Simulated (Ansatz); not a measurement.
Input:

SnPd3:
```cif
data_Pd3Sn
_chemical_formula_sum 'Pd3 Sn1'
_space_group_name_H-M_alt 'Pm-3m'
_space_group_IT_number 221
_space_group_name_Hall '-P 4 2 3'
_cell_length_a 3.97381
_cell_length_b 3.97381
_cell_length_c 3.97381
_cell_angle_alpha 90.000
_cell_angle_beta 90.000
_cell_angle_gamma 90.000
loop_
_atom_site_label
_atom_site_type_symbol
_atom_site_symmetry_multiplicity
_atom_site_Wyckoff_symbol
_atom_site_fract_x
_atom_site_fract_y
_atom_site_fract_z
_atom_site_occupancy
Pd1 Pd 3 c 0.00000 0.50000 0.50000 1
Sn1 Sn 1 a 0.00000 0.00000 0.00000 1
```

This is the PBEsol-relaxed structure.

Task: All from the program Ansatz at the PBEsol level (PAW), unless another level is named. Predict the bulk modulus (Birch–Murnaghan fit).

Result: 179 GPa.

Task: Give the elastic constants (relaxed ions, GPa).

Result: C11 = 246, C12 = 145, C44 = 82.6.

The workflow started from an entry of the Crystallography Open Database (COD), which files this formula under 2 space groups. Whether it is the stable phase at ambient conditions was not checked. Symmetry was held in the PBEsol relaxation; whether a distortion lowers the energy is not shown. No spin polarisation was allowed. As this level gives no gap, shear constants depend on the k-mesh and smearing (Fermi–Dirac, 0.1 eV here). Spin–orbit coupling is left out wherever it is not named.

Potentials: the later of the program's two PAW sets.
